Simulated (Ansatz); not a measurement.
Relaxed-ion elastic tensor of Cs$_{2}$NaScCl$_{6}$ in space group Fm-3m (No. 225; Cs on 8c, Na on 4b, Sc on 4a, Cl on 24e) in GPa (Voigt order), the program Ansatz at the LDA level (PAW); density 3.45 g/cm³, 26.33 Å³ per atom.

```csv
,1,2,3,4,5,6
1,58.6,14.7,14.7,0.0,0.0,0.0
2,14.7,58.6,14.7,0.0,0.0,0.0
3,14.7,14.7,58.6,0.0,0.0,0.0
4,0.0,0.0,0.0,12.7,0.0,0.0
5,0.0,0.0,0.0,0.0,12.7,0.0
6,0.0,0.0,0.0,0.0,0.0,12.7
```

Q: Is the crystal mechanically stable?

A: Yes: the smallest eigenvalue of C is 12.7 GPa.

Q: Work out the Voigt, Reuss and Hill averages.

A: K_V = 29.3, K_R = 29.3, K_H = 29.3; G_V = 16.4, G_R = 15.3, G_H = 15.9 GPa.

Q: Give Young's modulus, Poisson's ratio, Pugh's ratio and the universal anisotropy index.

A: E = 9KG/(3K + G) = 40.3 GPa; ν = 0.27; K/G = 1.85 (near the Pugh limit of 1.75, no verdict); A_U = 5G_V/G_R + K_V/K_R − 6 = 0.37.

Q: Estimate the sound speeds and the Debye temperature.

A: v_l = √((K + 4G/3)/ρ) = 3830 m/s, v_t = √(G/ρ) = 2150 m/s, mean 2390 m/s; Θ = (h/k)(3n/4πV)^(1/3) v_m = 239 K.

Q: Give the Zener ratio and Young's modulus along [100], [110] and [111].

A: A = 2C44/(C11 − C12) = 0.58; 1/E = S11 − 2(S11 − S12 − S44/2)Γ with Γ = 0, 1/4, 1/3 gives 52.8, 36.7, 33.4 GPa.

Q: Solve the Christoffel equation for the three sound speeds along [100], [110], [111].

A: Eigenvalues of C_ijkl n_j n_l equal ρv². In km/s, slowest first: [100] 1.92, 1.92, 4.12; [110] 1.92, 2.53, 3.79; [111] 2.34, 2.34, 3.67.

The first step of the workflow began from a Materials Project structure, measured or hypothetical; the Crystallography Open Database copy checked does not list it. Whether it is the stable phase at ambient conditions was not checked. The cell was relaxed with LDA under the symmetry of its start; phonons on a q-mesh show no instability. The run is not spin-polarised. Scalar-relativistic: spin–orbit coupling is off unless named, which matters more the heavier the elements.

Potentials: the later of the program's two PAW sets.
